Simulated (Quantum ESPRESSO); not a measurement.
One change at a time to Al2HfMg2Ta3

All numbers below are calculated, not measured. They come from Quantum ESPRESSO 7.5, a public plane-wave density functional program. Each row is one single-point run on a made-up periodic cell of eight metal atoms, with elements, volume, strain and displacements drawn at random and not relaxed, so a cell may be unstable or far from any real phase. There is no spin polarisation or spin-orbit coupling.

Settings: PBE unless stated; PseudoDojo standard norm-conserving files; Fermi-Dirac width 0.25 eV, which means electrons at about 2900 K; cutoff 1143 eV; 5 x 5 x 4 k mesh shifted half a step off Gamma. E is the free energy of the whole cell (internal energy minus TS), so a -TS column is already part of it. Stress is positive in tension, and the pressure P is minus a third of its trace.

Checks: one run of this series was repeated at a higher cutoff and on a denser mesh, which moved values by no more than 0.004 eV, 0.02 GPa and 0.005 eV/Å, and a second program with other atomic files agreed on it to 2 % rms in force and 0.5 GPa in pressure. Known limits: heavy elements are run without spin-orbit coupling, which real alloys of them have; a spin test at this wide smearing found no moment, but such smearing suppresses magnetism that the real alloy may have.

The lattice is face-centred cubic, and the cell vectors in Å are (2.140, 4.220, 2.177); (2.118, -4.180, 2.119); (4.205, -0.018, -4.244), a volume of 151.78 Å³ in run 1. The elements on sites 1 to 8 are Ta Mg Ta Al Hf Mg Al Ta. Each later run makes one change to run 1 and keeps the rest. E is counted from run 1, and is n/a where other atomic files have another zero of energy.

```
run                           change  V (Å³)  P (GPa)  -TS (eV)  rms force (eV/Å)  largest change of a force component (eV/Å)  E (eV)
  1                             none  151.78     0.53    -1.236             0.769                                       0.000   0.000
  2          sites 3 and 5 exchanged  151.78     0.68    -1.252             0.795                                       0.548  -0.038
  3    all lengths scaled by -1.10 %  146.83     4.43    -1.197             0.853                                       0.209   0.076
  4              LDA in place of PBE  151.78    -6.54    -1.262             0.695                                       0.298     n/a
  5                     Nb on site 1  151.78     0.62    -1.266             0.745                                       0.161     n/a
  6  site 6 moved by -0.16 Å along x  151.78     0.41    -1.232             0.752                                       0.871       ?
```

## Worked estimate

Along the move dE = -F dx. The force on site 6 along x is -0.667 eV/Å in run 1 and 0.204 eV/Å in run 6, and the move is -0.16 Å, so the mean force times the move gives an estimate.

## Withheld value

Question: what E should run 6 give?

The estimate is -0.037 eV. The calculation gave -0.037 eV.
